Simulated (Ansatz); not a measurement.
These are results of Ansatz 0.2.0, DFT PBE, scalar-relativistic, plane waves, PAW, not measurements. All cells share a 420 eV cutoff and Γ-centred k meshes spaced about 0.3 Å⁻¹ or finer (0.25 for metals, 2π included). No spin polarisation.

Relaxed structures of GaSn₄S₃, with energies over the first row. Coordination counts S atoms around Ga and Sn (those within 1.25 times the shortest such distance or 1.15 times the sum of covalent radii; the shortest distance is added where it is long for a bond; a slash parts the counts of unlike sites).

| # | form | sites | V (Å³/atom) | coordination | ΔE (meV/atom) |
| --- | --- | --- | --- | --- | --- |
| 1 | Pm-3m | Ga 1a; Sn 3d, 1b; S 3c | 24.3 | Ga 12 from 4.1 Å, Sn 4 from 2.9 Å/6 from 2.9 Å | 0 |
| 2 | P4/nmm | Ga 2c; Sn 2c, 2c, 2c, 2c; S 2c, 2c, 2c | 25.6 | Ga 4 from 4.4 Å, Sn 1 from 3.2 Å/1+4 | 13 |
| 3 | P4/mmm | Ga 1c; Sn 2h, 1a, 1b; S 1d, 2g | 24.5 | Ga 8 from 4.1 Å, Sn 2 from 3.0 Å/5 from 2.9 Å/6 | 45 |

A further structure, relaxed alike:

```cif
data_structure
_symmetry_space_group_name_H-M 'P 1'
_symmetry_Int_Tables_number 1
_cell_length_a 5.8139
_cell_length_b 5.8139
_cell_length_c 5.8139
_cell_angle_alpha 90.000
_cell_angle_beta 90.000
_cell_angle_gamma 90.000
_cell_volume 196.52
loop_
_atom_site_label
_atom_site_type_symbol
_atom_site_fract_x
_atom_site_fract_y
_atom_site_fract_z
_atom_site_occupancy
Ga1 Ga 0.50000 0.50000 0.50000 1
Sn1 Sn 0.50000 0.00000 0.00000 1
Sn2 Sn 0.00000 0.50000 0.00000 1
Sn3 Sn 0.00000 0.00000 0.50000 1
Sn4 Sn 0.00000 0.00000 0.00000 1
S1 S 0.00000 0.50000 0.50000 1
S2 S 0.50000 0.00000 0.50000 1
S3 S 0.50000 0.50000 0.00000 1
```

Q: Place it among the others.

A: It is the highest, 72 meV/atom above row 1, with space group Pm-3m (No. 221) and 24.6 Å³/atom. Counting S atoms around Ga and Sn, this cell has Ga 6 from 2.9 Å, Sn 4 from 2.9 Å/12 from 4.1 Å and row 1 has Ga 12 from 4.1 Å, Sn 4 from 2.9 Å/6 from 2.9 Å. Ga is surrounded by 6 S at 2.91 Å; Sn on a site of symmetry 4/mmm is surrounded by 2 Sn at 2.91 Å and 4 S at 2.91 Å; Sn on a site of symmetry m-3m has 6 Sn at 2.91 Å; S has 2 Ga at 2.91 Å and 4 Sn at 2.91 Å.

For metals, differences of a few meV/atom aren't resolved. Weakly bound directions are ill-defined at this level, which has no dispersion term (P4/nmm), and this can change margins and order among such cells. In Pm-3m at 24.3 Å³/atom, P4/mmm, Pm-3m at 24.6 Å³/atom an odd number of electrons in the primitive cell allows no gap without spin; a larger cell or a magnetic state could open one. Row 1 has imaginary phonons (to 81i cm⁻¹), so it is a saddle point at this level. With atoms moved at random, row 3 (by 10 meV/atom) fell into a lower structure. Row 2 and the further cell had no clear such test and can be saddle points.
